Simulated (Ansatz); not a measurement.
SiRh:
Space group P6/mmm (No. 191); a = 5.3130 Å, b = 5.3130 Å, c = 3.8362 Å, α = 90.00°, β = 90.00°, γ = 120.00°

```
atom  site  symmetry       x       y       z
----  ----  --------  ------  ------  ------
Rh      3f       mmm  0.0000  0.5000  0.0000
Si      1a     6/mmm  0.0000  0.0000  0.0000
Si      2d      -6m2  0.3333  0.6667  0.5000
```

Relaxed with PBE.

Task: Decompose the optical modes at the zone centre into irreducible representations, and say which are infrared and Raman allowed.

Result: Point group 6/mmm: Γ_opt = 2A2u + B1g + B1u + B2u + 3E1u + E2g + E2u. Infrared: A2u, E1u. Raman: E2g.

Task: Assign frequencies (DFPT, PBE (plane waves, PAW; program Ansatz)).

Result: B1u 175i, E2u 78, E1u 131, A2u 171, E1u 184, E2g 264, E1u 271, B2u 341, A2u 383, B1g 420 cm⁻¹.

Subscripts of B labels follow the axes of the standard setting.

The cell is a constructed one: a structure type filled with these elements; neither database checked (COD, Materials Project) lists it. COD files the formula under space group No. 14, so this cell is another polymorph or a model. Its standing as an ambient phase is unchecked. The PBE relaxation kept the symmetry of its start. At this level the phase is dynamically unstable (imaginary phonons). The run is not spin-polarised. As this level gives no gap, phonon frequencies hold no LO–TO term and depend on the k-mesh and smearing (Fermi–Dirac, 0.1 eV here).

Potentials: the later of the program's two PAW sets.
